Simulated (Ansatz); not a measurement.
HfO2:
```
CELL_PARAMETERS angstrom
      4.78886     0.00000     0.00000
      0.00000     4.78886     0.00000
      0.00000     0.00000     3.18585
ATOMIC_POSITIONS crystal
  Hf 0.00000 0.00000 0.00000
  Hf 0.50000 0.50000 0.50000
  O  0.19511 0.80489 0.50000
  O  0.80489 0.19511 0.50000
  O  0.69511 0.69511 0.00000
  O  0.30489 0.30489 0.00000
```

Relaxed with LDA. Special points in fractions of this cell's reciprocal vectors: Γ (0.000, 0.000, 0.000); X (0.000, 0.500, 0.000); M (0.500, 0.500, 0.000); Z (0.000, 0.000, 0.500); R (0.000, 0.500, 0.500); A (0.500, 0.500, 0.500).

Task: List the band energies nearest the valence-band maximum at these points for plane-wave PAW LDA (Ansatz code).

Result: In eV from the valence-band maximum; about four levels below and three above (degenerate sets whole), none deeper than 8.9 eV; points with the same levels are listed once.

| k | below | above |
|---|---|---|
| Γ | -0.63 -0.38 -0.38 0.00 | 3.88 4.06 5.21 |
| X | -1.41 -1.41 -0.66 -0.66 | 4.60 4.60 6.26 6.26 |
| M | -1.05 -1.05 -0.72 -0.72 | 4.16 4.16 5.66 5.66 |
| Z | -2.03 -2.03 -0.95 -0.95 | 5.62 5.62 6.11 6.11 |
| R | -1.71 -1.71 -0.88 -0.88 | 4.10 4.10 6.37 6.37 |
| A | -1.11 -1.11 -0.46 -0.46 | 5.10 5.10 5.87 5.87 |

Space group P4_2/mnm (rutile). The first step of the workflow began from a Materials Project structure, measured or hypothetical; the Crystallography Open Database copy checked does not list it. It is not the phase usual at ambient conditions (space group No. 14, 29). The cell was relaxed with LDA under the symmetry of its start; of distortions, only those at the zone centre were tested. No spin polarisation was allowed. Spin–orbit coupling is left out wherever it is not named.

Potentials: the later of the program's two PAW sets.
